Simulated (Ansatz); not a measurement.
# LiPdH: strain energy, fitted

LiPdH, P4/mmm, a = 2.754 Å, c = 3.938 Å. The structure is a Materials Project entry; whether it is the stable form wasn't checked. Ansatz: PBEsol, PAW, 420 eV, Γ-centred 16×16×10 mesh on 3 atoms, Gaussian smearing 0.10 eV; no spin polarisation. Series: shear of c along a, cell held, atoms fixed by symmetry; x is the strain in per cent (engineering shear). y is the free energy over the unstrained cell, V0 = 9.955 Å³/atom. Symmetry makes y even in x.

```tsv
x (%)	y (meV/atom)
0.0	0.00
1.0	0.09
2.0	0.37
3.0	0.83
4.0	1.48
6.0	?
```

Q: Fit y = c2 x² + c4 x⁴ to the other rows, turn c2 into a modulus, and predict the missing energy.

A: Least squares on the rows shown. y = 0.09203 x² + 2.920×10⁻⁵ x⁴. In eV per unit strain² c2 is 0.9203; this is the shear stiffness (E = ½ C V0 γ²): 2 × 0.9203 × 160.2 / (9.955) = 30 GPa. At x = 6.0 the fit asked for gives 3.35 meV/atom. The run gave 3.31 meV/atom, so the fit is 0.04 meV/atom too high, a small miss on the scale of the series. The form still works here, 50 % of the fitted range beyond its end.